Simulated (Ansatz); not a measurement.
Input:

ReC:
```
CELL_PARAMETERS angstrom
      2.69204     0.00000     0.00000
      0.00000     2.69204     0.00000
      0.00000     0.00000     2.69204
ATOMIC_POSITIONS crystal
  Re 0.00000 0.00000 0.00000
  C  0.50000 0.50000 0.50000
```

This is the PBE-relaxed structure.

**Question.** All from PBE in the plane-wave PAW code Ansatz, unless another level is named. Predict the electronic character.

**Answer.** metallic (no gap).

**Question.** What about the formation energy from the elements (no fitted shifts)?

**Answer.** 1.08 eV/atom.

**Question.** And the density of states at the Fermi level?

**Answer.** 0.53 states/eV per atom (mean over ±0.08 eV).

**Question.** Predict the gap with spin–orbit coupling.

**Answer.** none (metallic).

Space group Pm-3m (CsCl type). A made-up cell: these elements were put on the sites of a structure type; neither database checked (COD, Materials Project) lists it. Its standing as an ambient phase is unchecked. The PBE relaxation kept the symmetry of its start; whether a distortion lowers the energy is not shown. The run is not spin-polarised. The references are the lowest solids computed at this level, not always the standard phases. Scalar-relativistic: spin–orbit coupling is off unless named, which matters more the heavier the elements.

Potentials: the earlier of the program's two PAW sets.
